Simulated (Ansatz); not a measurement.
Input and command of a plane-wave DFT calculation in Ansatz:

```yaml
crystal:
  lattice:
    - [2.078961975, 1.2002892559, 9.4394639052]
    - [-2.078961975, 1.2002892559, 9.4394639052]
    - [0.0, -2.4005785118, 9.4394639052]
  atoms:
    - { symbol: In, position: [0.0, 0.0, 0.0] }
    - { symbol: In, position: [0.2056652998, 0.2056652998, 0.2056652998] }
    - { symbol: In, position: [0.7943347002, 0.7943347002, 0.7943347002] }
    - { symbol: Se, position: [0.4074381523, 0.4074381523, 0.4074381523] }
    - { symbol: Se, position: [0.5925618477, 0.5925618477, 0.5925618477] }
basis:
  ecutwfc: 420
kpoints:
  mp_grid: { grid: [12, 12, 12] }
hamiltonian:
  xc: pbe
scf:
  occupations: { method: gaussian, width: 0.1 }
output:
  forces: true
  stress: true
  eigenvalues: true
relax:
  adjacent_minimum: "off"
  f_tol: 0.01
  max_steps: 80
  cell: { stress_tol: 0.05 }
```

```bash
ansatz run input.yaml --threads 1 --pin off --max-ram 2560MiB --backend cpu --events-out ev --progress --plain --runs-dir out
```

Processor: Intel(R) Xeon(R) Platinum 8259CL CPU @ 2.50GHz (Skylake/Cascade Lake), 1 thread, on a host shared with other jobs.

Problem. How long does it run, and how much memory does it take?

Solution. About 6.4 min on 1 thread of Intel(R) Xeon(R) Platinum 8259CL CPU @ 2.50GHz (Skylake/Cascade Lake), with other jobs on the host, peak memory 1 GiB. It solves 43 bands at 189 k points (the mesh reduced by the symmetry that the task leaves, which can be less than the crystal's) with about 2713 plane waves (on the last cell), in 26 SCF iterations over 5 ionic steps.
